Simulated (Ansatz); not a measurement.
Input file for Ansatz (an electronic-structure program):

Ansatz 0.2 input:
```yaml
crystal:
  lattice:
    - [4.9452329344, 0.0, 0.0]
    - [0.0, 4.9452329344, 0.0]
    - [0.0, 0.0, 6.8721348257]
  atoms:
    - { symbol: Si, position: [0.3042162602, 0.3042162602, 0.0] }
    - { symbol: Si, position: [0.1957837398, 0.8042162602, 0.25] }
    - { symbol: Si, position: [0.6957837398, 0.6957837398, 0.5] }
    - { symbol: Si, position: [0.8042162602, 0.1957837398, 0.75] }
    - { symbol: O, position: [0.2373729988, 0.1130077032, 0.1831780145] }
    - { symbol: O, position: [0.3869922968, 0.7373729988, 0.4331780145] }
    - { symbol: O, position: [0.7626270012, 0.8869922968, 0.6831780145] }
    - { symbol: O, position: [0.6130077032, 0.2626270012, 0.9331780145] }
    - { symbol: O, position: [0.7373729988, 0.3869922968, 0.5668219855] }
    - { symbol: O, position: [0.8869922968, 0.7626270012, 0.3168219855] }
    - { symbol: O, position: [0.2626270012, 0.6130077032, 0.0668219855] }
    - { symbol: O, position: [0.1130077032, 0.2373729988, 0.8168219855] }
kpoints:
  mp_grid: { grid: [6, 6, 4] }
hamiltonian:
  xc: lda
  pseudopotentials: { kind: paw }
scf:
  occupations: { method: fixed }
elastic: { mode: relaxed_ion, stencil: two_point, amplitude: 0.005, f_tol: 0.0005 }
output: { polarization: {} }
```

Output (shortened):

```
Pseudopotential: Si, paw, valence charge 4
Pseudopotential: O, paw, valence charge 6
Functional definition: SPW92
Crystal: 12 atoms, lattice volume = 168.060 Å³
Basis set: ecut = 420 eV, 3291 PW (Γ)
Bands: 44, of which v1, the nominal top of the filled ones, is band 32 counted from 1 (31 counted from 0)
Symmetry: 8 space group operations
Space group: P41212 (ITA 92), of the structure as read, at distance tolerance 5.5e-5 Å
k-points: 30 of 144 (time reversal used)
SCF 1 converged in 10 iterations: F = -6890.742633 eV  dr2 = 1.86e-14
Crystal: 12 atoms, lattice volume = 167.220 Å³
Basis set: ecut = 420 eV, 3287 PW (Γ)
Symmetry: 4 space group operations
k-points: 48 of 144 (time reversal used)
SCF 2 converged in 11 iterations: F = -6890.737793 eV  dr2 = 3.13e-14
relax step   1: F+E_penalty+E_count = -6890.73779344 eV  Δ(F+E_penalty+E_count) = +0.000e0 eV  max|allowed force component| = 1.634e-1 eV/Å  Δτ_max = 0.0000 Å  (11 SCF iters, accepted)
Crystal: 12 atoms, lattice volume = 167.220 Å³
SCF 3 converged in 10 iterations: F = -6890.739932 eV  dr2 = 6.20e-15
relax step   2: F+E_penalty+E_count = -6890.73993199 eV  Δ(F+E_penalty+E_count) = -2.139e-3 eV  max|allowed force component| = 1.059e-1 eV/Å  Δτ_max = 0.0048 Å  (10 SCF iters, accepted)
Crystal: 12 atoms, lattice volume = 167.220 Å³
SCF 4 converged in 11 iterations: F = -6890.742263 eV  dr2 = 6.92e-15
relax step   3: F+E_penalty+E_count = -6890.74226304 eV  Δ(F+E_penalty+E_count) = -2.331e-3 eV  max|allowed force component| = 6.773e-3 eV/Å  Δτ_max = 0.0155 Å  (11 SCF iters, accepted)
Crystal: 12 atoms, lattice volume = 167.220 Å³
SCF 5 converged in 9 iterations: F = -6890.742281 eV  dr2 = 6.92e-14
relax step   4: F+E_penalty+E_count = -6890.74228106 eV  Δ(F+E_penalty+E_count) = -1.803e-5 eV  max|allowed force component| = 5.352e-3 eV/Å  Δτ_max = 0.0010 Å  (9 SCF iters, accepted)
Crystal: 12 atoms, lattice volume = 167.220 Å³
SCF 6 converged in 10 iterations: F = -6890.742310 eV  dr2 = 2.32e-15
relax step   5: F+E_penalty+E_count = -6890.74231027 eV  Δ(F+E_penalty+E_count) = -2.921e-5 eV  max|allowed force component| = 2.474e-3 eV/Å  Δτ_max = 0.0035 Å  (10 SCF iters, accepted)
Crystal: 12 atoms, lattice volume = 167.220 Å³
SCF 7 converged in 10 iterations: F = -6890.742316 eV  dr2 = 2.32e-15
relax step   6: F+E_penalty+E_count = -6890.74231586 eV  Δ(F+E_penalty+E_count) = -5.591e-6 eV  max|allowed force component| = 1.133e-4 eV/Å  Δτ_max = 0.0011 Å  (10 SCF iters, accepted)
Crystal: 12 atoms, lattice volume = 167.220 Å³
SCF 8 converged in 2 iterations: F = -6890.742316 eV  dr2 = 8.96e-16
Crystal: 12 atoms, lattice volume = 168.901 Å³
Basis set: ecut = 420 eV, 3311 PW (Γ)
SCF 9 converged in 11 iterations: F = -6890.737696 eV  dr2 = 3.57e-14
relax step   1: F+E_penalty+E_count = -6890.73769627 eV  Δ(F+E_penalty+E_count) = +0.000e0 eV  max|allowed force component| = 1.546e-1 eV/Å  Δτ_max = 0.0000 Å  (11 SCF iters, accepted)
Crystal: 12 atoms, lattice volume = 168.901 Å³
SCF 10 converged in 10 iterations: F = -6890.739773 eV  dr2 = 7.91e-15
relax step   2: F+E_penalty+E_count = -6890.73977285 eV  Δ(F+E_penalty+E_count) = -2.077e-3 eV  max|allowed force component| = 1.008e-1 eV/Å  Δτ_max = 0.0049 Å  (10 SCF iters, accepted)
[...]
Crystal: 12 atoms, lattice volume = 168.059 Å³
SCF 48 converged in 11 iterations: F = -6890.742177 eV  dr2 = 1.39e-14
relax step   1: F+E_penalty+E_count = -6890.74217712 eV  Δ(F+E_penalty+E_count) = +0.000e0 eV  max|allowed force component| = 5.090e-2 eV/Å  Δτ_max = 0.0000 Å  (11 SCF iters, accepted)
Crystal: 12 atoms, lattice volume = 168.059 Å³
SCF 49 converged in 9 iterations: F = -6890.742373 eV  dr2 = 1.54e-14
relax step   2: F+E_penalty+E_count = -6890.74237303 eV  Δ(F+E_penalty+E_count) = -1.959e-4 eV  max|allowed force component| = 2.793e-2 eV/Å  Δτ_max = 0.0008 Å  (9 SCF iters, accepted)
Crystal: 12 atoms, lattice volume = 168.059 Å³
SCF 50 converged in 10 iterations: F = -6890.742476 eV  dr2 = 1.24e-14
relax step   3: F+E_penalty+E_count = -6890.74247603 eV  Δ(F+E_penalty+E_count) = -1.030e-4 eV  max|allowed force component| = 7.706e-3 eV/Å  Δτ_max = 0.0025 Å  (10 SCF iters, accepted)
Crystal: 12 atoms, lattice volume = 168.059 Å³
SCF 51 converged in 9 iterations: F = -6890.742493 eV  dr2 = 5.90e-14
relax step   4: F+E_penalty+E_count = -6890.74249293 eV  Δ(F+E_penalty+E_count) = -1.690e-5 eV  max|allowed force component| = 5.409e-4 eV/Å  Δτ_max = 0.0007 Å  (9 SCF iters, accepted)
Crystal: 12 atoms, lattice volume = 168.059 Å³
SCF 52 converged in 7 iterations: F = -6890.742493 eV  dr2 = 1.50e-14
relax step   5: F+E_penalty+E_count = -6890.74249298 eV  Δ(F+E_penalty+E_count) = -4.547e-8 eV  max|allowed force component| = 7.642e-5 eV/Å  Δτ_max = 0.0000 Å  (7 SCF iters, accepted)
Crystal: 12 atoms, lattice volume = 168.059 Å³
SCF 53 converged in 2 iterations: F = -6890.742493 eV  dr2 = 5.13e-15
SCF converged after 10 iterations
Free energy (F): -6890.742633 eV
Harris-Foulkes:  -6890.742633 eV  (|F-HF|=2.73e-12)
Internal energy: -6890.742633 eV  (E = F + TS)
E sigma→0 (E₀):  -6890.742633 eV
Fermi energy:    1.244859 eV
--- Per-component energies (eV) ---
  E_band       = -360.715859
  E_kinetic    = 1603.070888
  E_local      = -4425.162779  (includes V_loc(G=0)·N_el)
  E_nonlocal   = 502.569718
  E_hartree    = 1608.495385
  E_xc         = -803.199413
  E_vxc        = -939.927376  (∫ρ·V_xc dr)
  E_paw        = -3132.427175  (= ΣΔE_a)
  E_vpaw       = -318.278373  (= ΣTr[D̂ρ^β])
  E_aug_tail   = 0.021297  (compensation charges beyond the density's cutoff)
  E_ewald      = -2245.223249
  E_core_change = 1.112695  (= ΣΔE_core)
  E_smearing   =  0.000000  (= −TS)
  E_closure    =  0.000000  (closes the sum)
  Σ components = -6890.742633   (vs F -6890.742633, Δ=0.00e0)
--- Forces (eV/Å), atoms counted from 1 ---
  atom   1  Si     0.00004306     0.00004306     0.00000000
  atom   2  Si    -0.00004306     0.00004306     0.00000000
  atom   3  Si    -0.00004306    -0.00004306     0.00000000
  atom   4  Si     0.00004306    -0.00004306     0.00000000
  atom   5  O     -0.00000953     0.00006781     0.00009826
  atom   6  O     -0.00006781    -0.00000953     0.00009826
  atom   7  O      0.00000953    -0.00006781     0.00009826
  atom   8  O      0.00006781     0.00000953     0.00009826
  atom   9  O     -0.00000953    -0.00006781    -0.00009826
  atom  10  O     -0.00006781     0.00000953    -0.00009826
  atom  11  O      0.00000953     0.00006781    -0.00009826
  atom  12  O      0.00006781    -0.00000953    -0.00009826
  max |Σ_I F_I| component: 1.15e-17 eV/Å
--- Stress (GPa, compression-positive) ---
       -0.005798       0.000000       0.000000
        0.000000      -0.005798       0.000000
        0.000000       0.000000      -0.006223
  P = ⅓ Tr σ = -0.0059 GPa (-0.059 kbar)
--- Band table (eV; the first three rows and the last of 30) ---
  k-point 0: bands = ["-18.0210", "-17.0739", "-17.0739", "-15.8477", "-15.7942", "-15.7877", "-15.7785", "-15.7785", "-8.2653", "-6.1411", "-6.1411", "-4.6171", "-4.4790", "-4.4790", "-3.9642", "-3.8007", "-1.8120", "-1.7870", "-1.7870", "-1.1952", …
  k-point 1: bands = ["-17.9545", "-17.4576", "-16.6528", "-15.9589", "-15.7914", "-15.7868", "-15.7807", "-15.7799", "-8.0848", "-6.8985", "-5.4583", "-4.7008", "-4.4559", "-4.3625", "-4.0768", "-3.9051", "-1.7509", "-1.7454", "-1.6568", "-1.1458", …
  k-point 2: bands = ["-17.7609", "-17.7609", "-16.2545", "-16.2545", "-15.7852", "-15.7852", "-15.7842", "-15.7842", "-7.5914", "-7.5914", "-4.9682", "-4.9682", "-4.2966", "-4.2966", "-4.1416", "-4.1416", "-1.6938", "-1.6938", "-1.3345", "-1.3345", …
  k-point 29: bands = ["-17.0326", "-17.0326", "-17.0326", "-17.0326", "-15.8676", "-15.8676", "-15.8676", "-15.8676", "-6.1750", "-6.1750", "-6.1750", "-6.1750", "-3.8283", "-3.8283", "-3.8283", "-3.8283", "-1.8170", "-1.8170", "-1.8170", "-1.8170", …
--- Elastic constants: 4 strain directions × 2 members + reference (group order 8) ---
  dense FFT box of the reference and of every strained cell: 36×36×48
  strains applied: 11, 33, 23, 12; error gains …
  C = ∂σ_k/∂η_j (tension-positive GPa; Voigt order 11 22 33 23 13 12):
        47.378      4.527    -10.421      0.000      0.000      0.000
         4.527     47.378    -10.421      0.000      0.000      0.000
       -10.422    -10.422     41.763      0.000      0.000      0.000
         0.000      0.000      0.000     69.979      0.000      0.000
         0.000      0.000      0.000      0.000     69.979      0.000
         0.000      0.000      0.000      0.000      0.000     24.957
  reference stress σ⁰ (GPa):      0.006      0.006      0.006      0.000      0.000      0.000
  moduli (Voigt/Reuss/Hill, GPa): K = 11.54/11.01/11.28   G = 43.17/33.15/38.16   E = 53.80   ν = -0.295
  mechanically stable: yes (min eigenvalue of sym C = 24.96 GPa)
  e, the proper piezoelectric tensor (elastic.mode: relaxed_ion; C/m²; rows x y z; Voigt order 11 22 33 23 13 12):
       0.00000    0.00000    0.00000    0.00645    0.00000    0.00000
       0.00000    0.00000    0.00000    0.00000   -0.00645    0.00000
       0.00000    0.00000    0.00000    0.00000    0.00000    0.00000
  ±, each entry's uncertainty from the finite density of the strings (C/m²), an estimate: the size of the correction for it that the entry includes:
       0.00000    0.00000    0.00000    0.00014    0.00000    0.00000
       0.00000    0.00000    0.00000    0.00000    0.00014    0.00000
       0.00000    0.00000    0.00000    0.00000    0.00000    0.00000
  strain η (Voigt 11):  stress-route row diagonal C_11 = 47.38 GPa, energy-path curvature d²(F+E_count+ΔE)/dδ²/Ω₀ = 47.86 GPa
         δ    σ_11 (GPa)             F (eV)   n_scf  n_hpsi   n_pw
    -5.000e-3      -0.2313       -6890.7423159       2   14906   3292   relax 6 steps, max|allowed force component| 1.13e-4 eV/Å
     5.000e-3       0.2425       -6890.7420901       2   15072   3326   relax 8 steps, max|allowed force component| 1.72e-4 eV/Å
  strain η (Voigt 33):  stress-route row diagonal C_33 = 41.76 GPa, energy-path curvature d²(F+E_count+ΔE)/dδ²/Ω₀ = 41.25 GPa
         δ    σ_33 (GPa)             F (eV)   n_scf  n_hpsi   n_pw
    -5.000e-3      -0.2001       -6890.7421513       2    9366   3310   relax 5 steps, max|allowed force component| 7.81e-5 eV/Å
     5.000e-3       0.2175       -6890.7418399       2    9375   3317   relax 5 steps, max|allowed force component| 3.21e-5 eV/Å
  strain η (Voigt 23):  stress-route row diagonal C_44 = 69.98 GPa, energy-path curvature d²(F+E_count+ΔE)/dδ²/Ω₀ = 69.97 GPa
         δ    σ_23 (GPa)             F (eV)   n_scf  n_hpsi   n_pw
    -5.000e-3      -0.3499       -6890.7418764       2   17363   3302   relax 5 steps, max|allowed force component| 2.44e-4 eV/Å
     5.000e-3       0.3499       -6890.7418764       2   17376   3302   relax 5 steps, max|allowed force component| 2.44e-4 eV/Å
  strain η (Voigt 12):  stress-route row diagonal C_66 = 24.96 GPa, energy-path curvature d²(F+E_count+ΔE)/dδ²/Ω₀ = 24.97 GPa
         δ    σ_12 (GPa)             F (eV)   n_scf  n_hpsi   n_pw
    -5.000e-3      -0.1248       -6890.7424930       2   12142   3304   relax 5 steps, max|allowed force component| 7.64e-5 eV/Å
     5.000e-3       0.1248       -6890.7424930       2   12175   3304   relax 5 steps, max|allowed force component| 7.64e-5 eV/Å
--- Formal polarisation (Berry phase): one branch of a lattice of values; only differences between neighbouring runs are physical ---
  axis  mesh            electronic          ionic      p = total  spread (rad)  least overlap  resolved gap  δp at fixed H ≤   (phases in cycles; p mod 2 …
  b1    6×6×4           0.00000000    32.00000000    32.00000000      0.001083         0.9785        5.5510           2.3e-6
  b2    6×6×4           0.00000000    32.00000000    32.00000000      0.001083         0.9785        5.5510           2.3e-6
  b3    6×6×4           0.00000000    30.00000000    30.00000000      0.000135         0.9797        5.5510           2.2e-6
  quantum along a1:   0.05885069 e/Å² =    94.289203 µC/cm²
  quantum along a2:   0.05885069 e/Å² =    94.289203 µC/cm²
  quantum along a3:   0.08178177 e/Å² =   131.028836 µC/cm²
  P = (  0.94161107,   0.94161107,   1.22672651) e/Å² = ( 1508.627249,  1508.627249,  1965.432543) µC/cm²  (mod the quanta)
```

Cost: roughly 29 core-minutes on shared cores.

Space group P4_12_12. Symmetry was held in the LDA relaxation; phonons on a q-mesh show no instability.

Potentials: the later of the program's two PAW sets.

Ansatz is a plane-wave DFT program.
